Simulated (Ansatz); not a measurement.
**S, first-principles data**

S:
```
S
1.0
    5.45717     3.15070     1.47857
   -5.45717     3.15070     1.47857
    0.00000    -6.30140     1.47857
S
6
Direct
  0.24607   0.14201   0.91141
  0.91141   0.24607   0.14201
  0.14201   0.91141   0.24607
  0.75393   0.85799   0.08859
  0.08859   0.75393   0.85799
  0.85799   0.08859   0.75393
```

Space group R-3 (No. 148); conventional cell a = 10.9143 Å, b = 10.9143 Å, c = 4.4357 Å, α = 90.00°, β = 90.00°, γ = 120.00°.

Method: r²SCAN in the plane-wave PAW code Ansatz. The cell and atoms are relaxed at this level. Other levels are named where they apply.

### Cell and energy

```yaml
volume_per_atom: 25.42 Å³
density: 2.09 g/cm³
```

### Electronic structure

```yaml
band_gap: 2.32 eV (indirect)
valence_band_maximum: at T
conduction_band_minimum: off the standard path, at k = (0.234, 0.208, -0.276)
smallest_direct_gap_on_the_standard_path: 2.41 eV
```

### Mechanics

```yaml
Bulk modulus (Birch–Murnaghan fit): 6.7 GPa
Pressure derivative B′: 9.4
Elastic constants (relaxed ions, GPa): C11 = 19.9, C12 = 4.7, C13 = 3.8, C14 = 1.9, C33 = 8.2, C44 = 4.5, C15 = 2.0
mechanical_stability: stable (all eigenvalues of C positive)
hill_bulk_and_shear_moduli: 7.4 and 5.0 GPa
Young's modulus: 12.2 GPa
Poisson's ratio: 0.22
debye_temperature_from_the_elastic_constants: 173 K
```

The workflow started from an entry of the Crystallography Open Database (COD), which files this formula under 8 space groups. It is not the phase usual at ambient conditions (space group No. 70). The cell was relaxed with r²SCAN under the symmetry of its start; whether a distortion lowers the energy is not shown. A crystal of weakly bound molecules computed without a dispersion correction: the cell and the soft elastic constants depend strongly on that.

Potentials: the later of the program's two PAW sets.
